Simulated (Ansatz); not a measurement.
**Bi₂Se₃ under strain — ²⁰⁹Bi nuclear quadrupole resonance**

Cell: an entry of the Crystallography Open Database (COD), relaxed with PBE at fixed cell and then changed (z stretched by 3 %, ions relaxed).

```xyz
5
Lattice="1.9650 1.1345 9.4169 -1.9650 1.1345 9.4169 0.0000 -2.2689 9.4169" Properties=species:S:1:pos:R:3 pbc="T T T"
Bi    0.0000    0.0000   16.8895
Bi    0.0000    0.0000   11.3613
Se    0.0000    0.0000   22.4321
Se    0.0000    0.0000    5.8187
Se    0.0000    0.0000    0.0000
```

Atom numbers follow the list; atoms alike are taken as one site, whose name carries the number of the first.

Computed with Ansatz: DFT, PBE, plane waves and PAW, scalar-relativistic, 420 eV cutoff, Γ-centred 14×14×14 k-points, Fermi–Dirac smearing 0.05 eV.

²⁰⁹Bi: I = 9/2, Q = -516.0 mb (year-2017 value). Static lattice, zero field.

Question: At which frequencies do the ²⁰⁹Bi NQR lines lie?

Answer: For I = 9/2 and η = 0 the lines are |C_Q|/24 times 1, 2, 3 and 4; η shifts the lowest up most.

| site | atoms | V_zz (10²¹ V/m²) | C_Q (MHz) | η | line frequencies (MHz) |
| --- | --- | --- | --- | --- | --- |
| Bi | 1, 2 | 2.85 | -35.5 | 0.00 | 1.48, 2.96, 4.44, 5.92 |

An axis of threefold or higher order runs through Bi, so V_zz lies along it and η is zero.

With no gap above 0.1 eV, as in a metal, the gradients converge slowly in k; expect changes of a tenth or more on a denser mesh. Spin–orbit coupling is left out, which shifts gradients on Bi by a few per cent in wide-gap crystals, and can shift them far more where the calculated gap is small or absent, as here. Newer work puts Q(²⁰⁹Bi) near −420 mb, which would lower these couplings by about a fifth. Semilocal functionals make gaps too small and can close them, so the real compound need not be a metal. At this changed cell the PBE pressure is 10 GPa.
